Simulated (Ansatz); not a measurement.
The cell below belongs to a search over invented structures; it isn't taken from experiment.

Input and command of a plane-wave DFT calculation in Ansatz:

```yaml
crystal:
  lattice:
    - [2.2135220416, -3.8003457753, -0.1288833649]
    - [2.2135220416, 3.8003457753, -0.1288833649]
    - [-1.1815589541, 0.0, 4.0716073215]
  atoms:
    - { symbol: Mn, position: [0.0002779796, 0.0002779796, 1.0001104633], spin: 3.11 }
    - { symbol: C, position: [0.6718355588, 1.0049534932, 0.5153561866] }
    - { symbol: C, position: [0.3287181819, 0.9956002889, 0.4848620432] }
    - { symbol: C, position: [1.0049534932, 0.6718355588, 0.5153561866] }
    - { symbol: C, position: [0.9956002889, 0.3287181819, 0.4848620432] }
    - { symbol: C, position: [0.3311050474, 0.3311050474, 0.4904144205] }
    - { symbol: C, position: [0.6694499235, 0.6694499235, 0.5098077155] }
basis:
  ecutwfc: 420
kpoints:
  mp_grid: { grid: [8, 8, 8] }
hamiltonian:
  xc: pbe
scf:
  occupations: { method: gaussian, width: 0.1 }
output:
  forces: true
  stress: true
  eigenvalues: true
  populations: true
magnetization:
  spin_polarized: true
relax:
  adjacent_minimum: "off"
  f_tol: 0.01
  max_steps: 30
  cell: { stress_tol: 0.1, fix: [volume] }
```

```bash
ansatz run input.yaml --threads 1 --pin off --max-ram 2560MiB --backend cpu --events-out ev --progress --plain --runs-dir out
```

Processor: Intel(R) Xeon(R) 6975P-C (Granite Rapids), 1 thread, on a host shared with other jobs.

Question: Estimate time, memory and problem size.

Answer: About 2.9 min, peak memory 0.74 GiB. It solves 29 bands at 150 k points (after reduction by symmetry) with about 1331 plane waves, in 64 SCF iterations over 8 ionic steps.
